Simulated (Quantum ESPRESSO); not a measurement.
Zn$_{3}$GaSeS$_{3}$ (made-up cell) (calculated)

All values are calculated (Quantum ESPRESSO 7.5). Calculation on a made-up crystal cell, not a measurement: periodic Kohn-Sham density functional theory in plane waves with PseudoDojo standard norm-conserving scalar-relativistic pseudopotentials, each functional with its own files (v0.5 for PBE, v0.4.1 for LDA and PBEsol), no spin polarisation, no spin-orbit coupling, atoms not relaxed, stress positive in tension, energies less a fixed whole-eV offset for each atom's element; levels are Kohn-Sham levels at fractions of this cell's reciprocal vectors, counted from the reference band (half the neutral cell's valence electrons, rounded up) at Gamma; error bars cover cutoff and k-mesh only, not smearing or the files; added strain carries the atoms with the cell, and shear is the tensor component; each bar is the largest change over components, and at least 0.002 eV, 0.002 eV per angstrom or 0.02 GPa; energies are for the whole cell, and the offsets were chosen from early runs and are not element reference energies.

```cif
# cell vector a (Å): 3.8644 0.0003 -0.0307
# cell vector b (Å): 0.0005 6.7998 0.0235
# cell vector c (Å): -0.0501 0.0222 6.3567
data_Zn3GaSeS3
_symmetry_space_group_name_H-M 'P 1'
_symmetry_Int_Tables_number 1
_cell_length_a 3.8645
_cell_length_b 6.7998
_cell_length_c 6.3569
_cell_angle_alpha 89.602
_cell_angle_beta 90.907
_cell_angle_gamma 89.993
_cell_volume 167.02
loop_
_atom_site_label
_atom_site_type_symbol
_atom_site_fract_x
_atom_site_fract_y
_atom_site_fract_z
_atom_site_occupancy
Zn1 Zn 0.99555 0.99221 0.98382 1
Zn2 Zn 0.50010 0.51212 0.01062 1
Ga1 Ga 0.49555 0.17088 0.49117 1
Zn3 Zn 0.97391 0.70034 0.51570 1
Se1 Se 0.99811 0.00776 0.37923 1
S1 S 0.50303 0.48827 0.37807 1
S2 S 0.47996 0.17198 0.87942 1
S3 S 0.02227 0.66584 0.86626 1
_calc_lattice_type 'wurtzite'
_calc_functional 'pbe'
_calc_cutoff 1170  # eV
_calc_fermi_dirac_smearing 0.1  # eV
_calc_scf_tolerance 1e-07  # eV
_calc_electrons_removed 0
_calc_k_mesh '7 x 6 x 6, shifted by half a step'
_calc_free_energy_less_offsets -0.1382  # eV
_calc_smearing_term_minus_ts -0.07184  # eV
_calc_scf_iterations 11
_calc_pressure 5.29  # GPa
_calc_stress_xx -6.455  # GPa
_calc_stress_yy -5.806  # GPa
_calc_stress_zz -3.609  # GPa
_calc_stress_yz 1.334  # GPa
_calc_stress_xz -0.647  # GPa
_calc_stress_xy -0.4058  # GPa
_calc_fermi_level 1.556  # eV
_calc_reference_band 54
_calc_error_bar_energy 0.002  # eV
_calc_error_bar_stress 0.04599  # GPa
_calc_error_bar_force 0.01392  # eV/angstrom
_calc_error_bar_next_band_up 0.002878  # eV
_calc_error_bar_fermi_level 0.005875  # eV
_calc_error_bars_from 'tighter rerun of a related cell'
```

Atoms:
```
atoms element  atom site  atom energy offset (eV)
           Zn          1                    -5687
           Zn          2                    -5687
           Ga          3                    -2080
           Zn          4                    -5687
           Se          5                    -3300
            S          6                     -302
            S          7                     -302
            S          8                     -302
```

Forces:
```
site  x (eV/Å)  y (eV/Å)  z (eV/Å)
   1   -0.2004    0.1691    -0.133
   2    0.4486   -0.3453  -0.07157
   3    0.2128    0.6451     1.213
   4  0.004485    -1.965   -0.3094
   5   -0.1887   -0.2774    -1.408
   6  -0.05101     1.645   -0.0526
   7    0.3904   0.06064   0.01589
   8   -0.6162   0.06763    0.7459
```

Levels:
```
level k point  next band up (eV)
        Gamma              1.019
(1/2,1/2,1/2)               1.57
   (0.15,0,0)              1.845
   (0,0.15,0)              1.273
   (0,0,0.15)              1.193
```
